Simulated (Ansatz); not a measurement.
**Question.** Each is relaxed and computed with DFT-LDA in the program Ansatz with PAW potentials. Which is the only metal?
A) SiC, zinc blende
B) HfSi2, MoSi2 or CaC2 type
C) In2Si2O7, C2/m (Pearson symbol mS22)
D) K2HfF6, Fm-3m (K on 8c, Hf on 4a, F on 24e)

**Answer.** B, HfSi2, MoSi2 or CaC2 type. HfSi2: metal; SiC: gap 1.30 eV (indirect); K2HfF6: gap 7.29 eV; In2Si2O7: gap 3.07 eV (direct). Constructed cells (a structure type filled with these elements, in neither database checked): HfSi2, MoSi2 or CaC2 type. Standing as an ambient phase not checked: K2HfF6, Fm-3m (K on 8c, Hf on 4a, F on 24e); In2Si2O7, C2/m (Pearson symbol mS22). Unstable at this level: K2HfF6, Fm-3m (K on 8c, Hf on 4a, F on 24e). All cells were relaxed under the symmetry of their starts (and spin orders); stability against distortions was not tested throughout. Rows with no word on spin ran without spin polarisation. Spin–orbit coupling is left out wherever it is not named.

Potentials: the later of the program's two PAW sets.
